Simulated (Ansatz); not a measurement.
Theory: DFT PBE, scalar-relativistic, plane waves, PAW (Ansatz 0.2.0). The final run on the 8-atom cell used 420 eV, a Γ-centred 8×4×6 mesh, 0.02 eV smearing and no spin polarisation.

Formation energies are uncorrected and refer to the elements' standard structures at the same level.

Question: Give a relaxed trial structure of an orthorhombic semiconductor made of Be, Se and Zn, with a gap near 1.7 eV, a formation energy near −0.72 eV/atom and about 22 Å³ per atom, in a cell of 8 atoms.

Answer: BeZn3Se4, space group Pmm2 (No. 25). Be has 4 Se at 2.25–2.32 Å; Zn on a site of symmetry m is surrounded by 4 Se at 2.46–2.47 Å; Zn on a site of symmetry mm2 is surrounded by 4 Se at 2.46–2.49 Å; around Se on a site of symmetry m lie 1 Be at 2.25 Å and 3 Zn at 2.47–2.49 Å; 2 more sites not described.

Space group Pmm2 (No. 25). a = 3.945 Å, b = 7.905 Å, c = 5.609 Å, α = 90.00°, β = 90.00°, γ = 90.00°
```json
{"atom": "Be", "site": "1c", "symmetry": "mm2", "x": "0.5000", "y": "0.0000", "z": "0.5048"}
{"atom": "Zn", "site": "2g", "symmetry": "m..", "x": "0.0000", "y": "0.7624", "z": "0.0004"}
{"atom": "Zn", "site": "1d", "symmetry": "mm2", "x": "0.5000", "y": "0.5000", "z": "0.4983"}
{"atom": "Se", "site": "2h", "symmetry": "m..", "x": "0.5000", "y": "0.7667", "z": "0.7358"}
{"atom": "Se", "site": "1a", "symmetry": "mm2", "x": "0.0000", "y": "0.0000", "z": "0.2872"}
{"atom": "Se", "site": "1b", "symmetry": "mm2", "x": "0.0000", "y": "0.5000", "z": "0.2373"}
```

* Volume per atom: 21.86 Å³
* Density: 4.95 g/cm³
* Formation energy: −0.716 eV/atom
* Gap on the 8×4×6 mesh of the 8-atom cell: 1.65 eV

The structure comes from a generated guess, relaxed at this level; another structure or a mixture of phases may lie lower. Other answers may fit too; this one was computed.

Kohn–Sham gaps at this level usually fall short of measured ones. The reference form of Se is held partly by dispersion forces, which this level lacks. Symmetry constrained the relaxation, so the result can be a saddle point.
